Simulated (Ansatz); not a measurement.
# A trial form of Ti₂Te₃Pt

All numbers below come from DFT PBE, scalar-relativistic, plane waves, PAW in Ansatz. Cutoff 420 eV, Gaussian smearing, Γ-centred meshes. Cell and atoms relax first on a coarse mesh and then on a finer one. In between, the cell is made exact in the group found at 0.06 Å. In metals the finer mesh still leaves noise of several meV/atom or more. The steps can't lower the symmetry of their start. No spin polarisation in the relaxation; trial moments died out in a coarse test.

Recipe of this trial structure of Ti₂Te₃Pt: random cell by space group and Wyckoff sites (R3m, No. 160). The dimensions are guesses.

```
CELL_PARAMETERS angstrom
3.27018 1.88804 4.56239
-3.27018 1.88804 4.56239
0.00000 -3.77608 4.56239
ATOMIC_POSITIONS crystal
Ti 0.18217 0.18217 0.18217
Ti 0.58928 0.58928 0.58928
Te 0.11105 0.58462 0.11105
Te 0.11105 0.11105 0.58462
Te 0.58462 0.11105 0.11105
Pt 0.42697 0.42697 0.42697
```

The zero of energy is the elements' standard structures at the same level; no fitted shifts are applied.

Q: Describe the relaxed structure.

A: The symmetry stays R3m (No. 160). The volume per atom shrinks by 1.5 %, from 28.2 to 27.8 Å³. The shortest distance goes from 2.15 Å (Ti–Te) to 2.20 Å (Ti–Pt). The ratio c/a of the conventional cell changes by a factor of 0.63. The energy falls by about 1.2 eV/atom (the start's value is from the coarse mesh). The end is written in a standard setting, so origin, axes and order of atoms can differ from the start's. Conventional cell: a = 7.590 Å, c = 10.017 Å. Ti on its first site is surrounded by 6 Te at 2.75–2.76 Å and 1 Ti at 3.16 Å; around Ti on its second site lie 1 Pt at 2.20 Å, 3 Te at 2.73 Å and 1 Ti at 3.16 Å; Te has 3 Ti at 2.73–2.76 Å; Pt is surrounded by 1 Ti at 2.20 Å.

```
Ti Te Pt
1.0
     3.79486    2.19097    3.33887
    -3.79486    2.19097    3.33887
     0.00000   -4.38193    3.33887
Ti Te Pt
2 3 1
Direct
  0.05548 0.05548 0.05548
  0.74031 0.74031 0.74031
  0.06677 0.55554 0.06677
  0.06677 0.06677 0.55554
  0.55554 0.06677 0.06677
  0.52026 0.52026 0.52026
```

Q: Give its energy and gap.

A: The energy over the elements is −0.04 eV/atom. The gap on the 6×6×6 mesh of the 6-atom cell is 0 eV (a metal).

The last run used Gaussian smearing of 0.10 eV. For metals, differences of a few meV/atom aren't resolved. Spin–orbit coupling, which can matter for Pt and Te, is left out. The reference form of Te is held partly by dispersion forces, which this level lacks. A structure relaxed within its symmetry needn't be a true minimum. In all, the 3 runs took 4.5 min on 1 thread of Arm Neoverse V2 (shared host). Another cell of Ti2Te3Pt relaxed alike, in P-4m2, lies 0.54 eV/atom lower, so this cell isn't the stable form at this level.
